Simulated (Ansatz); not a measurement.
## Surface calculation: hcp Hf (10-10), 2 layers

The slab is cut from the hcp crystal, the stable phase, as relaxed on PAW files (21.60 Å³/atom), with 16 Å of vacuum and a dipole correction:

```yaml
crystal:
  lattice:
    - [3.15892, 0.00000, 0.00000]
    - [0.00000, 4.99859, 0.00000]
    - [0.00000, 0.00000, 16.91190]
  atoms:
    - { symbol: Hf, position: [0.75000, 0.75000, 0.47304] }
    - { symbol: Hf, position: [0.25000, 0.25000, 0.52696] }
```

All numbers are PBEsol results (scalar-relativistic) from Ansatz 0.2.0, with a Γ-centred 10×7×1 k mesh, Fermi–Dirac smearing of 0.05 eV, no spin polarisation. Methods: LAPW: all electrons, basis error target 1 meV/atom; PAW: frozen-core files, cutoff 420 eV.

The bulk energy comes from a cell in the slab's orientation on a 10×7×6 mesh. The surface energy is (E(slab) − N·E(bulk))/2A at zero smearing, the mean of both faces; thin slabs carry quantum-size effects.

Spin–orbit coupling is left out, which matters for the heavy atoms. The PAW files were made under PBE.

As cut, the LAPW slab lies 4.604 eV above 2 atoms of bulk. What surface energy is that?

Over two faces of 15.79 Å² it is 145.8 meV/Å², and times 16.02 J/m² per eV/Å² that gives γ = 2.336 J/m².

| method | γ as cut (J/m²) | γ relaxed (J/m²) | Φ as cut (eV) | Φ relaxed (eV) |
| --- | --- | --- | --- | --- |
| LAPW | 2.336 | 2.327 | ? | ? |

Give the missing entry: row "LAPW", column "Φ relaxed (eV)".

4.27.

Fill in "Φ as cut (eV)" for the row "LAPW".

4.08.

How do the spacings between the planes relax?

From the bottom face up: d12 -17.4 % of 0.912 Å.

What changes if relativity is switched off, at the same positions?

LAPW then gives: no gap, work function 4.02 eV.

What changes if the vacuum is set to 22 Å?

LAPW then gives: no gap, work function 4.27 eV; PAW: no gap, work function 4.27 eV.
